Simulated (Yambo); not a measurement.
Yambo run on CdS (wurtzite, space group P6_3mc, No. 186). The wavefunctions are norm-conserving PBEsol (Quantum ESPRESSO, 102 Ry, with spin-orbit coupling) ones on a 3×3×2 mesh (52 occupied bands); a = b = 4.125 Å, c = 6.709 Å, α = β = 90.00°, γ = 120.00°.

Yambo input:

```
rim_cut
gw0
dyson
el_el_corr
HF_and_locXC
ppa
em1d
RandQpts= 1000000
RandGvec= 1 Ry
EXXRLvcs= 102 Ry
VXCRLvcs= 408 Ry
Chimod= "HARTREE"
% BndsRnXp
 17 | 236 |
%
NGsBlkXp= 3 Ry
% LongDrXp
 1.0 | 1.0 | 1.0 |
%
PPAPntXp= 27.2114 eV
% GbndRnge
 1 | 236 |
%
GTermKind= "BG"
DysSolver= "n"
ExtendOut
% QPkrange
 1 | 1 | 52 | 53 |
%
```

k points by index: 1 = Γ.

Resulting energies as the program prints them:

```
#    K-point    Band    Eo [eV]    E [eV]    E-Eo [eV]    Vxc [eV]    Vnlxc [eV]    Sc|Eo [eV]    Sc|E [eV]    dSc/dw|Eo [eV]    Re(Z)    Im(Z)
#
    1    52    0.000000    -0.487244    -0.487244    -15.24505    -18.37368    2.514887    2.641393    -7.063393    0.793916    -0.001438
    1    53    1.079299    1.570839    0.491540    -10.83160    -6.684124    -3.546399    -3.655931    -6.062236    0.817804    -0.001303
```
(The two width columns are left out.) Convergence of these settings isn't established.

Geometry relaxed with PBEsol.
